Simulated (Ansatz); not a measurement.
Here is the system:

SiBMo:
Space group Cmcm (No. 63); a = 3.133 Å, b = 13.302 Å, c = 3.146 Å, α = β = γ = 90.00°

```
atom  site  symmetry       x       y       z
----  ----  --------  ------  ------  ------
Si      4c       m2m  0.0000  0.2979  0.2500
B       4c       m2m  0.0000  0.4675  0.2500
Mo      4c       m2m  0.0000  0.1026  0.2500
```
(The calculation used a cell of 6 atoms; values per cell refer to that cell.)

This is the r²SCAN-relaxed structure.

### Question
All from r²SCAN (plane waves, PAW; program Ansatz), unless another level is named. Predict the electronic character.

### Answer
metallic (no gap).

### Question
And the density of states at the Fermi level?

### Answer
0.41 states/eV per atom (mean over ±0.08 eV).

### Question
Predict the formation energy from the elements (no fitted shifts).

### Answer
-0.29 eV/atom.

The start of the workflow was typed in or built on a structure type; neither database checked (COD, Materials Project) lists it. Its standing as an ambient phase is unchecked. The cell was relaxed with r²SCAN under the symmetry of its start; its stability against distortions is not shown here. No spin polarisation was allowed. The references are the lowest solids computed at this level, not always the standard phases. Spin–orbit coupling is left out wherever it is not named.

Potentials: the earlier of the program's two PAW sets. The files were generated under PBE; for other functionals the program regenerates the frozen cores, and for LDA and PBEsol the local potential too.
